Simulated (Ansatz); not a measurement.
Question: Each is relaxed and computed with plane-wave PAW PBE (Ansatz code). Which is the only metal?
A) AlBRu, Cmcm (Al on 4c, B on 4c, Ru on 4c)
B) AlBN2, chalcopyrite
C) AlN, wurtzite
D) BP, zinc blende

Answer: A, AlBRu, Cmcm (Al on 4c, B on 4c, Ru on 4c). AlBRu: metal; AlBN2: gap 2.89 eV (direct); BP: gap 1.25 eV (indirect); AlN: gap 4.03 eV (direct). Typed or built starts, not in the databases checked: AlBRu, Cmcm (Al on 4c, B on 4c, Ru on 4c); AlBN2, chalcopyrite. All cells were relaxed under the symmetry of their starts (and spin orders); stability against distortions was not tested throughout. Rows with no word on spin ran without spin polarisation. Spin–orbit coupling is left out wherever it is not named.

Potentials: the later of the program's two PAW sets.
